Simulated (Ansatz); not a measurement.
# Where the states of MnAs lie

```cif
data_structure
_symmetry_space_group_name_H-M 'P6_3/mmc'
_symmetry_Int_Tables_number 194
_cell_length_a 3.7100
_cell_length_b 3.7100
_cell_length_c 5.6910
_cell_angle_alpha 90.000
_cell_angle_beta 90.000
_cell_angle_gamma 120.000
_cell_volume 67.84
loop_
_atom_site_label
_atom_site_type_symbol
_atom_site_symmetry_multiplicity
_atom_site_Wyckoff_symbol
_atom_site_fract_x
_atom_site_fract_y
_atom_site_fract_z
_atom_site_occupancy
Mn1 Mn 2 a 0.00000 0.00000 0.00000 1
As1 As 2 c 0.33333 0.66667 0.25000 1
```

The runs use the primitive cell with vectors (3.710, 0.000, 0.000), (-1.855, 3.213, 0.000), (0.000, 0.000, 5.691) Å, to which the k mesh refers.

The geometry is COD entry 9008898, unchecked; take it as a test cell. It is an old determination, and later ones may differ.

The magnetic state is the one reached from the start moments; no search over orders was made, so it needn't be the ground state.

Level of theory: DFT, PBE, all-electron LAPW, scalar-relativistic (Ansatz 0.2.0).

Settings: a Γ-centred 11×11×7 k mesh, Fermi–Dirac smearing of 0.05 eV, basis error target 1 meV/atom, spin-polarised from start moments Mn1 4, Mn2 4 μB, ending with a cell moment of 6.25 μB.

States per eV and cell, averaged over 0.6 eV, from -5.8 to 3.6 eV, with energies (bin centres) from the Fermi level; empty bins are left out. The partial columns, the largest 4 alone, are projections on Löwdin-orthogonalised atomic shells (those that the program's projection atoms carry: the occupied ones and, for some elements, an empty d or f shell; other empty shells have no column), summed over atoms of an element and both spins. Weights on diffuse s and p shells depend on that basis and aren't pure angular character.

| E (eV) | spin-up | spin-down | Mn 3d | As 4p | Mn 4s | As 4s |
| --- | --- | --- | --- | --- | --- | --- |
| -5.6 | 1.35 | 0.79 | 0.34 | 1.41 | 0.28 | 0.06 |
| -5.0 | 1.09 | 1.22 | 0.47 | 1.52 | 0.20 | 0.08 |
| -4.4 | 1.23 | 0.88 | 0.72 | 1.19 | 0.11 | 0.06 |
| -3.8 | 3.36 | 0.78 | 2.18 | 1.76 | 0.10 | 0.05 |
| -3.2 | 2.91 | 1.43 | 2.29 | 1.86 | 0.07 | 0.04 |
| -2.6 | 3.53 | 2.69 | 4.21 | 1.86 | 0.04 | 0.02 |
| -2.0 | 3.98 | 1.70 | 4.38 | 1.15 | 0.06 | 0.03 |
| -1.4 | 1.60 | 0.43 | 1.40 | 0.51 | 0.03 | 0.05 |
| -0.8 | 1.51 | 0.62 | 1.44 | 0.53 | 0.04 | 0.07 |
| -0.2 | 1.14 | 1.13 | 1.53 | 0.52 | 0.03 | 0.09 |
| 0.4 | 0.96 | 2.42 | 2.60 | 0.53 | 0.04 | 0.06 |
| 1.0 | 1.16 | 4.64 | 4.53 | 0.89 | 0.12 | 0.09 |
| 1.6 | 1.14 | 2.69 | 2.56 | 1.00 | 0.08 | 0.08 |
| 2.2 | 1.06 | 1.90 | 1.62 | 1.08 | 0.06 | 0.11 |
| 2.8 | 0.24 | 1.58 | 0.97 | 0.68 | 0.05 | 0.05 |
| 3.4 | 0.08 | 1.51 | 0.75 | 0.61 | 0.12 | 0.02 |

Task: Which of the resolved shells contributes most within 0.3 eV of the Fermi level?

Result: Mn 3d, with 71 % of all states there; As 4p follows with 21 %.

Task: Where is the centre of the filled Mn 3d states between -14 eV and the top of the filled states?

Result: -2.59 eV from the Fermi level.
